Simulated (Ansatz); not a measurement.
An element in the sc structure gives these cold pressures by all-electron LAPW under LDA (Ansatz 0.2.0, scalar-relativistic, no spin polarisation).

```json
{"V (Å³/atom)": "26.61", "P (GPa)": "0.02"}
{"V (Å³/atom)": "23.42", "P (GPa)": "7.96"}
{"V (Å³/atom)": "20.76", "P (GPa)": "20.8"}
{"V (Å³/atom)": "18.10", "P (GPa)": "44.9"}
{"V (Å³/atom)": "15.44", "P (GPa)": "90.4"}
{"V (Å³/atom)": "13.31", "P (GPa)": "142.9"}
{"V (Å³/atom)": "11.44", "P (GPa)": "228.0"}
```

(1) Which element is it?

## Answers

(1) Br. Its zero-pressure volume in this structure is near 26.6 Å³/atom; the volume and the steepness of P(V) together point to it, though neighbours can come close. Other candidates weren't computed, and some may come near.
